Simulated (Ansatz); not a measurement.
AlBN2 (chalcopyrite, I-42d), PBE in the plane-wave PAW code Ansatz. The conduction-band minimum lies at Γ, with 1 equivalent valley. Second derivatives d²E/dk² of the lowest band at one valley (eV·Å²), along Cartesian directions:

```csv
direction,d²E/dk²
[100],21.36
[010],21.36
[001],17.47
[110],21.36
[101],19.42
[011],19.42
```

Find the principal effective masses, the density-of-states mass and the conductivity mass.

Off-diagonal terms follow from H_xy = H[110] − (H_xx + H_yy)/2, and m*/mₑ = 7.620 eV·Å² over each eigenvalue: 0.36, 0.36, 0.44. One valley's DOS mass (m₁m₂m₃)^(1/3) = 0.38, conductivity mass 3/(Σ 1/mᵢ) = 0.38 mₑ.

What effective density of states Nc follows at 300 K for parabolic valleys?

Nc = 2.509e19 × 1 × (0.38)^(3/2) ≈ 5.9e18 cm⁻³.

The start of the workflow was typed in or built on a structure type; neither database checked (COD, Materials Project) lists it. Whether it is the stable phase at ambient conditions was not checked. The PBE relaxation kept the symmetry of its start; whether a distortion lowers the energy is not shown.

Potentials: the earlier of the program's two PAW sets.

Edges and masses are those of Kohn–Sham bands, whose gap is no quasiparticle gap.
